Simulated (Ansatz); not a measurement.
## Be2ZnSe3 (I-4m2) at 3 levels of theory

One geometry, relaxed with PBE; plane waves with PAW potentials in Ansatz, scalar-relativistic. No spin polarisation. Gaps are the least over mesh and band path; pressure is positive in compression.

```
CELL_PARAMETERS angstrom
-1.88718 1.88718 8.12871
1.88718 -1.88718 8.12871
1.88718 1.88718 -8.12871
ATOMIC_POSITIONS crystal
Be 0.82800 0.82800 0.00000
Be 0.17200 0.17200 0.00000
Zn 0.50000 0.50000 0.00000
Se 0.40455 0.90455 0.50000
Se 0.09545 0.59545 0.50000
Se 0.75000 0.25000 0.50000
```

```json
{"level": "PBE", "cutoff (eV)": "420", "k mesh": "8×8×8", "gap (eV)": "2.65", "pressure (GPa)": "0.0"}
```

Question: What comes out on the same cell with r2SCAN, LDA?

Answer:
```json
{"level": "r2SCAN", "cutoff (eV)": "500", "k mesh": "8×8×8", "gap (eV)": "3.11", "pressure (GPa)": "-1.3"}
{"level": "LDA", "cutoff (eV)": "420", "k mesh": "8×8×8", "gap (eV)": "2.46", "pressure (GPa)": "-4.7"}
```

The cell was found from a structure generator's guess, not taken from experiment.
